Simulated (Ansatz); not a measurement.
LaSi$_{2}$Ag$_{2}$:
```cif
data_Ag4La2Si4
_chemical_formula_sum 'Ag4 Si4 La2'
_space_group_name_H-M_alt 'I4/mmm'
_space_group_IT_number 139
_space_group_name_Hall '-I 4 2'
_cell_length_a 4.31180
_cell_length_b 4.31180
_cell_length_c 10.63846
_cell_angle_alpha 90.000
_cell_angle_beta 90.000
_cell_angle_gamma 90.000
loop_
_atom_site_label
_atom_site_type_symbol
_atom_site_symmetry_multiplicity
_atom_site_Wyckoff_symbol
_atom_site_fract_x
_atom_site_fract_y
_atom_site_fract_z
_atom_site_occupancy
Ag1 Ag 4 d 0.00000 0.50000 0.25000 1
Si1 Si 4 e 0.00000 0.00000 0.38987 1
La1 La 2 a 0.00000 0.00000 0.00000 1
```
(The calculation used a cell of 5 atoms; values per cell refer to that cell.)

Relaxed at zero pressure with r²SCAN in the plane-wave PAW code Ansatz.

Problem. The volume is raised by 6 % and shape and atoms relax at that volume. What pressure results, and how do the axes share the change?

Solution. -4.9 GPa; a 2.0 %, b 2.0 %, c 1.8 %; the energy rises by 19 meV/atom.

Problem. Give the new structure.

Solution. 
Space group I4/mmm (No. 139); a = b = 4.400 Å, c = 10.829 Å, α = β = γ = 90.00°

| atom | site | symmetry | x | y | z |
|---|---|---|---|---|---|
| Ag | 4d | -4m2 | 0.0000 | 0.5000 | 0.2500 |
| Si | 4e | 4mm | 0.0000 | 0.0000 | 0.3901 |
| La | 2a | 4/mmm | 0.0000 | 0.0000 | 0.0000 |

The phase is kept; no other phase was compared at this pressure.

The workflow started from an entry of the Crystallography Open Database (COD). Whether it is the stable phase at ambient conditions was not checked. The r²SCAN relaxation kept the symmetry of its start; its stability against distortions is not shown here. No spin polarisation was allowed. Scalar-relativistic: spin–orbit coupling is off unless named, which matters more the heavier the elements.

Potentials: the later of the program's two PAW sets.
